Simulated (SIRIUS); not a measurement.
A self-consistent single point of TiSi2 (P1, 6 atoms in the cell; from Materials Project mp-2582, changed as shown).

```xyz
6
Lattice="0.0000 4.1175 4.2629 2.3895 0.0000 4.2629 2.3895 4.1175 0.0000" Properties=species:S:1:pos:R:3 pbc="T T T"
Ti     2.4213     4.1382     4.2651
Ti     3.5827     6.2021     6.4075
Si     2.3967     6.9296     4.3334
Si     2.4010     1.2803     4.2177
Si     1.2024     3.3719     2.1228
Si     1.1382     0.7243     2.0994
```

Method: LDA (PW92), GBRV LDA ultrasoft pseudopotentials (plane waves; SIRIUS).

SIRIUS settings:

* **parameters.ngridk**: 6 6 6
* **parameters.xc_functionals**: [XC_LDA_X, XC_LDA_C_PW]
* **parameters.gk_cutoff**: 6.325 1/bohr
* **parameters.pw_cutoff**: 14.143 1/bohr
* **parameters.smearing**: fermi_dirac
* **parameters.smearing_width**: 0.00367493 Ha
* **potentials**: GBRV LDA ultrasoft pseudopotentials
* **parameters.electronic_structure_method**: pseudopotential
* **parameters.num_bands**: 24
* **parameters.num_mag_dims**: 0
* **parameters.num_dft_iter**: 100
* **parameters.energy_tol**: 1e-07 Ha
* **parameters.density_tol**: 1e-06
* **mixer.type**: anderson
* **mixer.beta**: 0.7
* **mixer.use_hartree**: true

Results:

* **Number of valence electrons**: 40
* **Number of bands**: 24
* **Number of k-points after the program's reduction**: 112
* **Number of plane waves (most at a k-point)**: 2438
* **Number of SCF iterations**: 17
* **FFT grid**: 54 × 45 × 45
* **Free energy E − TS**: -3772.8205 eV
* **Fermi level (on the code's own zero)**: 12.37 eV
* **Pressure**: -4.55 GPa
* **Largest force (vector length)**: 0.803 eV/Å

Forces (eV/Å):
| atom | Fx | Fy | Fz |
|---|---|---|---|
| Ti1 | -0.395 | -0.217 | -0.018 |
| Ti2 | 0.382 | -0.274 | -0.043 |
| Si3 | 0.005 | -0.326 | -0.733 |
| Si4 | -0.191 | 0.558 | 0.237 |
| Si5 | -0.174 | 0.254 | 0.457 |
| Si6 | 0.373 | 0.006 | 0.101 |

Stress (GPa, positive for compression):
```
-4.66  -0.15  -0.02
-0.15  -3.98  -1.19
-0.02  -1.19  -5.01
```

For comparison: a first run was changed to give this one (atoms moved at random), and from it to this one the free energy rises by 15.2 meV/atom, the pressure goes from -5.13 to -4.55 GPa and the largest force goes from 0.099 to 0.803 eV/Å.

The structure comes from a collection of computed structures, made at another level of theory; the collection holds predicted forms beside known ones. No clean gap shows at this smearing width and mesh (spacing up to 0.28 Å⁻¹); the mesh is coarse for partly filled bands, so the values carry mesh errors.

Cost on one core: around 6 core-minutes (rough).
